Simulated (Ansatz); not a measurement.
Input:

Starting cell, AlNi (CsCl type):

```yaml
crystal:
  lattice:
    - [2.86315, 0.00000, 0.00000]
    - [0.00000, 2.86315, 0.00000]
    - [0.00000, 0.00000, 2.86315]
  atoms:
    - { symbol: Al, position: [0.00000, 0.00000, 0.00000] }
    - { symbol: Ni, position: [0.50000, 0.50000, 0.50000] }
```

In this cell atom 1 (Al, nearest neighbour Ni at 2.480 Å; its periodic images, 2.9 Å or more away, move with it) is moved by s along Cartesian [111], unit vector (0.577, 0.577, 0.577); all other atoms and the cell stay fixed.

Calculation: r2SCAN (plane waves to 500 eV, PAW, scalar-relativistic; Ansatz, an electronic-structure program). k mesh 13×13×13 (Γ-centred), Fermi-Dirac smearing 0.05 eV. Energies are smeared free energies. Left out: 2 of 11 points, with atoms too close for the PAW data. With partly filled bands, energies and forces of such displacements shift with the k mesh and the smearing. AlNi is run without spin polarisation. AlNi was relaxed with its symmetry unable to fall. ΔE is measured from the undisplaced structure.

The scan covers s from -0.592 to 0.592 Å in 9 points.

Is the energy the same for equal positive and negative displacements?

Even: the same for both signs. With its periodic images moving along, the atom's site symmetry in this cell is m-3m.

What is the energy change at s = 0.592 Å?

1612 meV/cell.

What force acts on the atom along the line at s = -0.592 Å?

7.28 eV/Å.

What is the force constant k = d²E/ds² of this move at s = 0?

6.45 eV/Å².

With two atoms in the cell this is the zone-centre optical mode. What wavenumber follows?

308 cm⁻¹.

(A displaced cell: forces are minus the slopes of the energy, force constants its curvatures, and phonons follow from these.)
